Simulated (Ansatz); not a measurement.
This run works on a generated trial structure, not on a known crystal.

Input and command of a plane-wave DFT calculation in Ansatz:

```yaml
crystal:
  lattice:
    - [5.7400346805, 0.0, 0.0]
    - [-2.8700173403, 4.9710158519, 0.0]
    - [0.0, 0.0, 2.9933776018]
  atoms:
    - { symbol: Ta, position: [0.5, 0.0, 0.5] }
    - { symbol: Ta, position: [0.5, 0.5, 0.5] }
    - { symbol: Ta, position: [0.0, 0.5, 0.5] }
    - { symbol: Si, position: [0.0, 0.0, 0.0] }
    - { symbol: C, position: [0.3333333333, 0.6666666667, 0.0] }
    - { symbol: C, position: [0.6666666667, 0.3333333333, 0.0] }
basis:
  ecutwfc: 420
kpoints:
  mp_grid: { grid: [12, 12, 12] }
hamiltonian:
  xc: pbe
scf:
  occupations: { method: gaussian, width: 0.1 }
output:
  forces: true
  stress: true
  eigenvalues: true
  write_density: true
  write_potential: true
  elf: true
  volumetric_format: npy
relax:
  adjacent_minimum: "off"
  f_tol: 0.01
  max_steps: 80
  cell: { stress_tol: 0.05 }
```

```bash
ansatz run input.yaml --threads 1 --pin off --max-ram 2560MiB --backend cpu --events-out ev --progress --plain --runs-dir out
```

Processor: Arm Neoverse V2, 1 thread, on a host shared with other jobs.

Question: Estimate time, memory and problem size.

Answer: About 74 s, peak memory 0.55 GiB. It solves 32 bands at 133 k points (after reduction by symmetry) with about 1667 plane waves (on the last cell), in 23 SCF iterations over 4 ionic steps.
